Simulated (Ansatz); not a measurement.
ZrC: frozen-core PAW against all-electron methods

```yaml
crystal:
  lattice:
    - [0.00000, 2.35431, 2.35431]
    - [2.35431, 0.00000, 2.35431]
    - [2.35431, 2.35431, 0.00000]
  atoms:
    - { symbol: Zr, position: [0.00000, 0.00000, 0.00000] }
    - { symbol: C, position: [0.50000, 0.50000, 0.50000] }
```

Atoms are numbered in the order listed.

The structure comes from a relaxation in the same program, started in the rocksalt type, and has space group Fm-3m. Whether it is a known phase or the ground state wasn't checked.

Levels of theory: DFT, PBE, PAW with Ansatz's default frozen-core files, scalar-relativistic (Ansatz 0.2.0); DFT, PBE, all-electron LAPW, scalar-relativistic (Ansatz 0.2.0).

For PAW: a Γ-centred 14×14×14 k mesh, Fermi–Dirac smearing of 0.05 eV, cutoff 420 eV, no spin polarisation. LAPW targets a basis error of 0.5 meV/atom. The Ansatz runs share mesh, smearing and spin set-up. Plane-wave (PAW) pressures include the program's estimate of the Pulay term.

Stress and pressure are positive in compression.

Levels count from the Fermi level.

PAW results:

| quantity | PAW |
| --- | --- |
| pressure (GPa) | 0.01 |
| highest filled level at U (eV) | -1.571 |
| lowest empty level at U (eV) | 1.492 |
| highest filled level at L (eV) | -2.922 |
| lowest empty level at L (eV) | 4.464 |
| highest filled level at K (eV) | -1.571 |
| lowest empty level at K (eV) | 1.492 |

**Question.** What does LAPW (all electrons) give for the same quantities?

**Answer.** 
| quantity | LAPW |
| --- | --- |
| pressure (GPa) | 0.07 |
| highest filled level at U (eV) | -1.570 |
| lowest empty level at U (eV) | 1.492 |
| highest filled level at L (eV) | -2.920 |
| lowest empty level at L (eV) | 4.467 |
| highest filled level at K (eV) | -1.570 |
| lowest empty level at K (eV) | 1.492 |
